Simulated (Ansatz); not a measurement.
Ga:
```xyz
4
Lattice="2.2124 -3.7462 0.0000 2.2124 3.7462 0.0000 0.0000 0.0000 4.4334" Properties=species:S:1:pos:R:3 pbc="T T T"
Ga     2.2124    -1.1683     1.8411
Ga     2.2124     1.1683     2.5923
Ga     2.2124    -2.5779     4.0579
Ga     2.2124     2.5779     0.3756
```

Relaxed with LDA. Special points in fractions of this cell's reciprocal vectors: Γ (0.000, 0.000, 0.000); Y (-0.500, 0.500, 0.000); C0 (-0.337, 0.663, 0.000); Σ0 (0.337, 0.337, 0.000); Z (0.000, 0.000, 0.500); A0 (0.337, 0.337, 0.500); E0 (-0.337, 0.663, 0.500); T (-0.500, 0.500, 0.500); S (0.000, 0.500, 0.000); R (0.000, 0.500, 0.500).

**Question.** List the band energies nearest the Fermi level at these points for LDA (plane waves, PAW; program Ansatz).

**Answer.** In eV from the Fermi level; about four levels below and three above (degenerate sets whole), none deeper than 8.9 eV; points with the same levels are listed once.

```csv
k,below,above
Γ,-3.87 -1.82 -1.65 -0.75,0.95 1.09 1.11
Y,-4.14 -3.47 -1.70 -1.59,1.14 1.24 3.57
C0,-6.74 -1.13 -1.08 -0.12,0.00 1.10 2.08
Z,-0.02 -0.02,0.03 0.03 0.12 0.12
A0,-6.20 -6.20 -3.81 -3.81,4.28 4.28 5.36 5.36
T,-1.35 -1.35 -0.95 -0.95,7.03 7.03 8.32 8.32
S,-3.48 -3.48 -1.44 -1.44,0.82 0.82 4.38 4.38
R,-6.49 -6.49 -1.59 -1.59,0.60 0.60 7.54 7.54
```

Space group Cmce (α-Ga). The cell was relaxed with LDA under the symmetry of its start; of distortions, only those at the zone centre were tested. Spin–orbit coupling is left out wherever it is not named.

Potentials: the earlier of the program's two PAW sets.
